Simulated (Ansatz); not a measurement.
# Relaxing a structure of Ge

The start is a generated cell, Ge built in the AFLOW prototype A_aP4_2_aci. The structure is fully relaxed (lattice and positions, P = 0) with r2SCAN (plane waves to 500 eV, PAW, scalar-relativistic; Ansatz, a quantum-chemistry and plane-wave program). First-step values are on the input's coarse k-mesh.

Ansatz input (later rounds restart from its end on a renewed k-mesh):
Ansatz 0.2 input:
```yaml
crystal:
  lattice:
    - [2.9764188, 0, 0]
    - [0.2979598, 3.5115551, 0]
    - [0.1295819, 0.5833714, 7.8761144]
  atoms:
    - { symbol: Ge, position: [0, 0, 0] }
    - { symbol: Ge, position: [0, 0, 0.5] }
    - { symbol: Ge, position: [0.433, 0.572, 0.259] }
    - { symbol: Ge, position: [0.567, 0.428, 0.741] }
basis: { ecutwfc: 500, ecutrho_ratio: 4, xc_grid: 4, fft_grid_basis: typed }
kpoints: { mp_grid: { grid: [8, 7, 3] } }
hamiltonian:
  xc: r2scan
  dispersion: none
  pseudopotentials: { azcp: { folder: ./paw }, kind: paw }
scf: { occupations: { method: fermi_dirac, width: 0.05 } }
relax: { f_tol: 0.01, max_steps: 100, cell: { stress_tol: 0.02 } }
output: { forces: true, stress: true }
```

What pressure does the first self-consistent step give?

-4 GPa (negative: the cell is under tension).

Which atoms feel the largest initial force, and how large is it?

About 0.3 eV/Å, on Ge3, Ge4 (atoms numbered as listed).

What symmetry does the relaxed structure have?

The space group goes from P-1 (No. 2) to Pm-3m (No. 221); the end is simple cubic type, with 1 atom in the primitive cell.

How much energy is released per atom?

0.25 eV/atom.

How does the volume change?

-6.4 %, from 20.58 to 19.27 Å³/atom.

How do the shortest distances between atoms change?

The closest pairs of elements (up to four, under 3.6 Å), start → end: Ge–Ge 2.72 → 2.68 Å.

Give the final cell and atomic positions.


```cif
data_Ge
_chemical_formula_sum 'Ge1'
_space_group_name_H-M_alt 'Pm-3m'
_space_group_IT_number 221
_space_group_name_Hall '-P 4 2 3'
_cell_length_a 2.68104
_cell_length_b 2.68104
_cell_length_c 2.68104
_cell_angle_alpha 90.000
_cell_angle_beta 90.000
_cell_angle_gamma 90.000
loop_
_atom_site_label
_atom_site_type_symbol
_atom_site_symmetry_multiplicity
_atom_site_Wyckoff_symbol
_atom_site_fract_x
_atom_site_fract_y
_atom_site_fract_z
_atom_site_occupancy
Ge1 Ge 1 a 0.00000 0.00000 0.00000 1
```

Final values are on a 17×17×17 k-mesh of the relaxed cell. No spin polarisation in the result.

The run could not lose the symmetry of its start: the end is stationary, and may be a saddle point rather than a minimum.

The relaxed structure here is a generated cell of Ge: the first start was made by placing the elements on the sites of a structure type, and the end was not matched to a known phase here, so it may be hypothetical. Known forms of Ge include space group No. 227.
